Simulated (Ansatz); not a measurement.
SnPt3 (Cu3Au type, space group No. 221), PBEsol (plane waves, PAW; program Ansatz), all energies at zero smearing, with the estimated change up to a 700 eV cutoff added, with one set of potentials and settings (totals compare only within such a set). Cell of 4 atoms (1 Sn, 3 Pt): -43102.827 eV.

| element | reference phase | E (eV/atom) |
|---|---|---|
| Sn | I4_1/amd, 2 atoms in the cell | -5949.7830 |
| Pt | Fm-3m, 1 atoms in the cell | -12383.8180 |

Formation energy per atom, worked out: (-43102.827 − 1×(-5949.7830) − 3×(-12383.8180))/4 = -0.398 eV/atom (-38 kJ per mol of atoms), at 0 K, without zero-point energy or fitted corrections.

Space group Pm-3m (Cu3Au type). The workflow started from a Materials Project entry (that database holds measured and hypothetical structures alike); the Crystallography Open Database files this formula in space group No. 221, but the cells were not matched. Whether it is the stable phase at ambient conditions was not checked. The cell was relaxed with PBEsol under the symmetry of its start; of distortions, only those at the zone centre were tested. The run is not spin-polarised. The references are the lowest solids computed at this level, not always the standard phases. Scalar-relativistic: spin–orbit coupling is off unless named, which matters more the heavier the elements.

Potentials: the later of the program's two PAW sets.
